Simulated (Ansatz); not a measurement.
MoW:
```
CELL_PARAMETERS angstrom
      0.00000     2.60578     2.60578
      2.60578     0.00000     2.60578
      2.60578     2.60578     0.00000
ATOMIC_POSITIONS crystal
  Mo 0.00000 0.00000 0.00000
  W  0.50000 0.50000 0.50000
```

Relaxed with the program Ansatz at the r²SCAN level (PAW). Indices refer to the conventional cell of Fm-3m, a = 5.2116 Å, b = 5.2116 Å, c = 5.2116 Å, α = 90.00°, β = 90.00°, γ = 90.00°.

**Question.** Simulate the powder diffraction pattern (neutron, λ = 1.5401 Å; lines above 1 %) up to 2θ = 90°.

**Answer.** Simulated powder pattern, neutron, λ = 1.5401 Å (kinematic, ideal powder, no thermal factors, coherent scattering alone; the 30 strongest lines at most, above 1 %, up to 2θ = 90°):

```json
[
 {"2θ (°)": "29.66", "d (Å)": "3.009", "I/Imax (%)": "4.3", "hkl": "(111)"},
 {"2θ (°)": "34.38", "d (Å)": "2.606", "I/Imax (%)": "95", "hkl": "(200)"},
 {"2θ (°)": "49.41", "d (Å)": "1.843", "I/Imax (%)": "100", "hkl": "(220)"},
 {"2θ (°)": "58.69", "d (Å)": "1.571", "I/Imax (%)": "3.9", "hkl": "(311)"},
 {"2θ (°)": "61.57", "d (Å)": "1.504", "I/Imax (%)": "47", "hkl": "(222)"},
 {"2θ (°)": "72.46", "d (Å)": "1.303", "I/Imax (%)": "28", "hkl": "(400)"},
 {"2θ (°)": "80.19", "d (Å)": "1.196", "I/Imax (%)": "2.6", "hkl": "(331)"},
 {"2θ (°)": "82.72", "d (Å)": "1.165", "I/Imax (%)": "97", "hkl": "(420)"}
]
```

The start of the workflow was typed in or built on a structure type; neither database checked (COD, Materials Project) lists it. Its standing as an ambient phase is unchecked. Symmetry was held in the r²SCAN relaxation. At this level the phase is mechanically unstable. No spin polarisation was allowed. Its formation energy is positive at this level, so the cell may be metastable or incomplete. Spin–orbit coupling is left out wherever it is not named.

Potentials: the later of the program's two PAW sets.
